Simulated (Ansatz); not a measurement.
**Notes on SnGeIr**

```
Ge Ir Sn
1.0
     2.21125    3.82999    0.00000
    -2.21125    3.82999    0.00000
     0.00000    0.00000    7.11176
Ge Ir Sn
2 2 2
Direct
  0.00000 0.00000 0.25000
  0.00000 0.00000 0.75000
  0.33330 0.33340 0.06190
  0.66660 0.66670 0.56190
  0.33330 0.33340 0.47780
  0.66660 0.66670 0.97780
```

The numbers come from plane-wave PAW DFT (Ansatz): r2SCAN, no spin polarisation, 500 eV, 9×9×5 Γ-centred k points, fermi-dirac occupations (width 0.1 eV). Nothing was relaxed.

(1) Describe some of the short contacts.

(2) Metal or insulator?

(3) Is the cell too large or too small?

(4) Which element gives electrons and which takes them?

Origin: a known structure type with other elements, at an estimated volume, so it need not be a known compound. Caveats: atoms or cell far from equilibrium.

Results:

(1) Ir–Sn at 2.62 Å: least valence density 0.48 e/Å³ and ELF 0.43 there. Ge–Ir at 2.88 Å: least valence density 0.28 e/Å³ and ELF 0.42 there. Ge–Sn at 3.02 Å: least valence density 0.19 e/Å³ and ELF 0.32 there. Both are smooth PAW fields, read partly inside the augmentation spheres.

(2) It is a metal, with about 3.8 states/eV a cell as the mean within 0.25 eV of the Fermi level, mostly Ir d (39 %), Ge p (25 %) and Sn p (17 %).

(3) The pressure is -2.9 GPa (compression positive), so with the atoms held at these fractions the cell would first shrink; the forces are large, so a full relaxation may end otherwise.

(4) Bader charges in e: Sn +0.77, Ge +0.23, Ir -1.00. In the mean Sn gives up most and Ir takes most.
